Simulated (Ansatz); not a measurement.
Method: DFT PBE, scalar-relativistic, plane waves, PAW in Ansatz. All cells share a 420 eV cutoff and Γ-centred k meshes spaced at most about 0.3 Å⁻¹ (about 0.25 or finer for metals, 2π included). Collinear spin in cells that started with moments and kept them past the coarse steps, no spin elsewhere.

Each of these unrelaxed guesses is relaxed in cell and atoms within its symmetry. A guess keeps its type if space group and coordination stay and the shape of the cell changes little (axis ratios within about 15 %, angles within 6°); the volume may change.

1. Al2V3N5 (collinear spin from parallel moments)

```
Al V N
1.0
    -1.63782    1.63782   11.58114
     1.63782   -1.63782   11.58114
     1.63782    1.63782  -11.58114
Al V N
2 3 5
Direct
  0.70000 0.70000 0.00000
  0.30000 0.30000 0.00000
  0.90000 0.90000 0.00000
  0.50000 0.50000 0.00000
  0.10000 0.10000 0.00000
  0.00000 0.00000 0.00000
  0.60000 0.60000 0.00000
  0.20000 0.20000 0.00000
  0.80000 0.80000 0.00000
  0.40000 0.40000 0.00000
```

2. GaP4

```
Ga P
1.0
     2.29815   -3.55543    0.00000
     2.29815    3.55543    0.00000
     0.00000    0.00000    6.42095
Ga P
1 4
Cartesian
  2.2981 0.0000 0.0000
  2.2981 -2.1003 4.3496
  2.2981 2.1003 4.3496
  2.2981 2.1003 2.0714
  2.2981 -2.1003 2.0714
```

Problem. Which guesses survive the relaxation?

Solution. Guess 1 keeps its type.

```csv
guess,kept,start group,end group,V start (Å³/atom),V end,"b/a and c/a, end over start",nearest neighbours start,nearest neighbours end
1,yes,I4/mmm,I4/mmm,12.4,8.7,"1.00, 1.02","Al 6, N 6, V 6","Al 6, N 6, V 6"
2,no,Cmmm,Cmmm,21.0,17.7,"0.67, 1.03","Ga 4, P 3","Ga 4, P 4"
```

Neighbours count within 15 % of an atom's shortest distance; end groups are read at 0.02 Å (0.05 Å in metals).

In GaP4 Cmmm an odd number of electrons in the primitive cell allows no gap without spin; a larger cell or a magnetic state could open one. A magnetic state wasn't ruled out in cells without spin, among them GaP4 Cmmm. The magnetic state reached may not be the lowest. Cells relaxed within their symmetry can be saddle points.
